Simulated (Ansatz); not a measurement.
TePd:
Space group Cmcm (No. 63); a = 3.8809 Å, b = 10.7351 Å, c = 4.0007 Å, α = 90.00°, β = 90.00°, γ = 90.00°

| atom | site | symmetry | x | y | z |
|---|---|---|---|---|---|
| Te | 4c | m2m | 0.0000 | 0.3584 | 0.2500 |
| Pd | 4c | m2m | 0.0000 | 0.1041 | 0.2500 |
(The calculation used a cell of 4 atoms; values per cell refer to that cell.)

Relaxed with r²SCAN.

Question: Tabulate the valence density and the electron localisation function along the shortest Te–Pd contact (2.73 Å), the program Ansatz at the r²SCAN level (PAW).

Answer: 

```
distance from Te (Å)  density (e/Å³)   ELF
--------------------  --------------  ----
0.27                           13.71  0.03
0.41                            9.03  0.07
0.55                            5.00  0.15
0.68                            2.39  0.29
0.82                            1.14  0.41
0.96                            0.70  0.50
1.09                            0.55  0.57
1.23                            0.45  0.57
1.37                            0.40  0.45
1.50                            0.42  0.30
1.64                            0.53  0.25
1.77                            0.85  0.30
1.91                            1.73  0.38
2.05                            3.68  0.42
2.18                            6.74  0.38
2.32                           10.37  0.31
2.46                           13.76  0.24
```

The density is the valence pseudo-density with augmentation charge, so density and ELF within about 1 Å of a nucleus are not all-electron values.

The start of the workflow was typed in or built on a structure type; neither database checked (COD, Materials Project) lists it. COD files the formula under space group No. 194, so this cell is another polymorph or a model. Whether it is the stable phase at ambient conditions was not checked. Symmetry was held in the r²SCAN relaxation; whether a distortion lowers the energy is not shown. The run is not spin-polarised. Scalar-relativistic: spin–orbit coupling is off unless named, which matters more the heavier the elements.

Potentials: the earlier of the program's two PAW sets.
